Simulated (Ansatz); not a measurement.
Data:

Pd (fcc, Cu type)

```
Pd
1.0
    0.00000     1.95417     1.95417
    1.95417     0.00000     1.95417
    1.95417     1.95417     0.00000
Pd
1
Cartesian
  0.00000   0.00000   0.00000
```

Equation-of-state scan: isotropic scaling of the cell above, V₀ being its volume. Symmetry pins the atoms to their sites.

Computed with r2SCAN (plane waves to 500 eV, PAW, scalar-relativistic; Ansatz, an electronic-structure program). k mesh 21×21×21 (Γ-centred), Fermi-Dirac smearing 0.05 eV. Energies are smeared free energies. Compression counts positive. Pd is run without spin polarisation. Pd was relaxed with its symmetry unable to fall. ΔE is measured from the relaxed starting cell.

The scan covers V/V₀ from 0.900 to 1.100 in 9 points.

Problem. What is the fitted pressure derivative B₀′?

Solution. 5.6.

Problem. What bulk modulus B₀ follows from a third-order Birch-Murnaghan fit?

Solution. 185 GPa.

(A scan under strain: stresses follow from slopes of the energy per volume, elastic moduli from its curvatures.)
